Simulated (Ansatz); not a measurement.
Mg₃CdTe₄: relaxed-ion elastic tensor

These are results of DFT PBE, scalar-relativistic, plane waves, PAW (Ansatz), not measurements. Plane waves to 420 eV; Γ-centred k mesh 6×6×2; fixed occupations. No spin polarisation.

The cell, relaxed at this level:
```
CELL_PARAMETERS angstrom
4.62806 0.00000 0.00000
0.00000 4.62806 0.00000
0.00000 0.00000 13.03686
ATOMIC_POSITIONS crystal
Mg 0.50000 0.50000 0.25219
Mg 0.00000 0.00000 0.50000
Mg 0.50000 0.50000 0.74781
Cd 0.00000 0.00000 0.00000
Te 0.50000 0.00000 0.37608
Te 0.00000 0.50000 0.62392
Te 0.50000 0.00000 0.87092
Te 0.00000 0.50000 0.12908
```

The structure comes from a generated guess, relaxed at this level; another structure or a mixture of phases may lie lower. Spin–orbit coupling is left out, which matters for heavy elements.

Q: Give the relaxed-ion elastic constants (GPa, Voigt order xx yy zz yz xz xy, on the Cartesian axes of the cell above).

A:
C11 = 54.7, C12 = 19.4, C13 = 29.0, C22 = 54.7, C23 = 29.0, C33 = 43.9, C44 = 17.6, C55 = 17.6, C66 = 7.9 GPa; the others vanish.

Q: Is the crystal stable against homogeneous strain?

A: Yes: the least eigenvalue of the tensor is 7.9 GPa.

Q: And the moduli of a polycrystal (Hill averages)?

A: B = 34 GPa, G = 13 GPa, E = 34 GPa, ν = 0.33.
